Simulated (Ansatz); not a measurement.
In (sc type), DFT, LDA, all-electron PAW with datasets made for the crystal, scalar-relativistic (Ansatz 0.2.0), on 1 thread of Arm Neoverse V2 (shared host).

Command: `ansatz run input.yaml --threads 1 --pin off --max-ram 2048MiB --backend cpu --events-out ev --progress --plain --runs-dir out`

```yaml
crystal:
  lattice:
    - [2.9706795802, 0.0, 0.0]
    - [0.0, 2.9706795802, 0.0]
    - [0.0, 0.0, 2.9706795802]
  atoms:
    - { symbol: In, position: [0.0, 0.0, 0.0] }
kpoints:
  mp_grid: { grid: [14, 14, 14] }
scf:
  occupations: { method: fermi_dirac, width: 0.05 }
hamiltonian:
  xc: lda
  pseudopotentials: { kind: all_electron, datasets: crystal }
output:
  forces: true
  stress: true
  eigenvalues: true
```

Task: How large is the problem that the program sets up?

Result: 120 irreducible k-points, 251 plane waves at Γ, 11 bands.

Task: About how long does it take?

Result: 6.1 s of wall time for 7 SCF iterations. Times on shared machines scatter by tens of per cent.
